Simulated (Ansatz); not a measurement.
**Calculated with Ansatz: LaGa₂Os₂, settings compared**

Run with:

```bash
ansatz run input.yaml --threads 1 --pin off --max-ram 2560MiB --backend cpu --events-out ev --progress --plain --runs-dir out
```

input.yaml:

```yaml
crystal:
  lattice:
    - [0.0, 4.218783, 0.0]
    - [4.311031, 0.0, 0.0]
    - [2.155515, 2.109392, -10.705829]
  atoms:
    - { symbol: Ga, position: [0.606, 0.356, 0.288] }
    - { symbol: Ga, position: [0.394, 0.644, 0.712] }
    - { symbol: Os, position: [0.9629, 0.7129, 0.5742] }
    - { symbol: Os, position: [0.0371, 0.2871, 0.4258] }
    - { symbol: Os, position: [0.4619, 0.2119, 0.5762] }
    - { symbol: Os, position: [0.5381, 0.7881, 0.4238] }
    - { symbol: La, position: [0.165, 0.915, 0.17] }
    - { symbol: La, position: [0.835, 0.085, 0.83] }
    - { symbol: Ga, position: [0.716, 0.466, 0.068] }
    - { symbol: Ga, position: [0.284, 0.534, 0.932] }
  symmetry: { tolerance: 0.0003 }
kpoints:
  mp_grid: { grid: [4, 4, 4], shift: [0, 0, 0] }
magnetization:
  spin_polarized: false
scf:
  occupations: { method: methfessel_paxton, width: 0.0526 }
hamiltonian:
  pseudopotentials: { kind: paw }
  xc: pbe
basis:
  ecutwfc: 420
output:
  forces: true
  stress: true
  eigenvalues: true
  write_density: true
  write_potential: true
  elf: true
  volumetric_format: npy
```

Origin of the cell: a known structure type with other elements, at an estimated volume, so it need not be a known compound.

Output of this run (shortened):

```
Pseudopotentials: kind: paw
Pseudopotential: Ga, paw, valence charge 13, recommended cutoff 420 eV (normal), Ga.paw.azcp
Pseudopotential: Os, paw, valence charge 16, recommended cutoff 420 eV (normal), Os.paw.azcp
Pseudopotential: La, paw, valence charge 11, recommended cutoff 420 eV (normal), La.paw.azcp
Functional definition: PBE
  exchange = pbe_x(kappa = kappa, mu = beta*pi^2/3)
  correlation = pbe_c(beta = beta)
Crystal: 10 atoms, lattice volume = 194.710 Å³
Basis set: ecut = 420 eV, 3783 PW (Γ), exchange–correlation on 60×60×150 points (8 copies of the dense FFT grid, shifted against one another)
Bands: 83, of which v1, the nominal top of the filled ones, is band 69 counted from 1 (68 counted from 0)
Symmetry: 8 space group operations
Space group: Imma (ITA 74), of the structure as read, at distance tolerance 1.7e-3 Å
[… 7 lines left out …]
Initial density: superposition of atomic densities (neutral atoms: chi_scale 0, normalization atom), corrected by the library's trained network
Functional: x = pbe(κ = 0.804, μ = 0.219515), c = pbe(β = 0.066725)
SCF iter   1: F=—  HF=-73173.351984 eV  Δρ=9.96e-3  dr2=8.58e-1
SCF iter   2: F=—  HF=-73173.302478 eV  S|Δr|=    0.00e0  Δρ=4.84e-3  dr2=1.35e-1  defer=35
SCF iter   3: F=—  HF=-73173.291955 eV  S|Δr|=    0.00e0  Δρ=1.03e-3  dr2=2.77e-3  defer=84
SCF iter   4: F=—  HF=-73173.291803 eV  S|Δr|=    0.00e0  Δρ=5.57e-4  dr2=5.99e-4  defer=84
SCF iter   5: F=—  HF=-73173.291372 eV  S|Δr|=    0.00e0  Δρ=2.00e-4  dr2=1.74e-4  defer=84
SCF iter   6: F=—  HF=-73173.291316 eV  S|Δr|=    0.00e0  Δρ=8.57e-5  dr2=4.48e-5  defer=84
SCF iter   7: F=—  HF=-73173.291289 eV  S|Δr|=    0.00e0  Δρ=2.22e-5  dr2=1.78e-6  defer=124
SCF iter   8: F=—  HF=-73173.291289 eV  S|Δr|=    0.00e0  Δρ=6.48e-6  dr2=1.47e-7  defer=124
SCF iter   9: F=-73173.291289 eV  HF=-73173.291289 eV  S|Δr|=    0.00e0  Δρ=5.27e-6  dr2=3.61e-8
SCF 1 converged in 9 iterations: F = -73173.291289 eV  dr2 = 3.61e-8
SCF converged after 9 iterations
Stability not checked: this state was not tested for a lower state beside it, because cold or Methfessel-Paxton smearing, or corrected tetrahedra, fill the levels in a way that the test cannot read (fill_not_monotonic; […]
Free energy (F): -73173.291289 eV
Harris-Foulkes:  -73173.291289 eV  (|F-HF|=1.12e-7)
Internal energy: -73173.291918 eV  (E = F + TS)
E sigma→0 (E₀):  -73173.291446 eV
Entropy (-TS):   0.000629 eV (0.063 meV/atom)
Fermi energy:    14.935076 eV
--- Per-component energies (eV) ---
  E_band       = -768.256540
  E_kinetic    = 3090.400252
  E_local      = -16771.606838  (includes V_loc(G=0)·N_el)
  E_nonlocal   = 1870.373706
  E_hartree    = 7648.257864
  E_xc         = -1622.489634
  E_vxc        = -1663.812707  (∫ρ·V_xc dr)
  E_paw        = -54823.311393  (= ΣΔE_a)
  E_vpaw       = -2590.124318  (= ΣTr[D̂ρ^β])
  E_aug_tail   = -0.000760  (compensation charges beyond the density's cutoff)
  E_ewald      = -12564.915115
  E_smearing   = 0.000629  (= −TS)
  Σ components = -73173.291289   (vs F -73173.291289, Δ=0.00e0)
--- Forces (eV/Å), atoms counted from 1 ---
  atom   1  Ga    -0.000000     0.000000    -0.205054
  atom   2  Ga     0.000000    -0.000000     0.205054
[… 3 lines left out …]
  atom   6  Os    -0.000000     0.000000    -1.134438
  atom   7  La    -0.000000     0.000000    -0.862291
  atom   8  La     0.000000    -0.000000     0.862291
  atom   9  Ga     0.000000    -0.000000     1.934708
  atom  10  Ga    -0.000000     0.000000    -1.934708
  max |Σ_I F_I| component: 0.00e0 eV/Å
--- Stress (GPa, compression-positive) ---
       -8.435227      -0.000000       0.000000
       -0.000000      -6.163395      -0.000000
        0.000000      -0.000000       5.173356
  P = ⅓ Tr σ = -3.1418 GPa (-31.418 kbar)
```

The same input was run again with these changes:

1. `kpoints.mp_grid.grid` [4, 4, 4] → [3, 3, 3]; `magnetization` { spin_polarized: false } → { spin_polarized: true } (starts: flip); typed moments: none
2. `hamiltonian.xc` pbe → r2scan; `hamiltonian.dispersion` default → d3bjatm
3. `hamiltonian.dispersion` default → d3bjatm
4. `hamiltonian.xc` pbe → lda; `scf.initial_density.chi_scale` default → 0.1

| run | end | SCF iterations | P (GPa) | max force component (eV/Å) | moment (μB) | ΔE(σ→0) (meV/atom) |
| --- | --- | --- | --- | --- | --- | --- |
| base | converged | 9 | -3.14 | 1.935 | – | 0 |
| 1 | converged | 24 | -3.04 | 1.903 | 0.00 | 7.80 |
| 2 | converged | 11 | -7.06 | 1.998 | – | – |
| 3 | converged | 9 | -6.37 | 1.921 | – | – |
| 4 | converged | 18 | -11.83 | 1.888 | – | – |

Energies are compared only where functional, datasets, charge and starting cell are the same.

Not properties of the system: run 1 (too coarse or loose: `kpoints.mp_grid.grid` = [3, 3, 3]).

Caveats of the base run: no moments, though an odd count or open d shells may carry them; no spin-orbit coupling, though heavy elements are present; the k mesh is coarse if the cell is a metal.

Run 1: spin is on but no moment was typed.
Run 2: the cutoff lies below the datasets' advice.

Time of the base run: 24 s of wall time on 1 CPU thread(s) of a shared host, from the program's own first density.
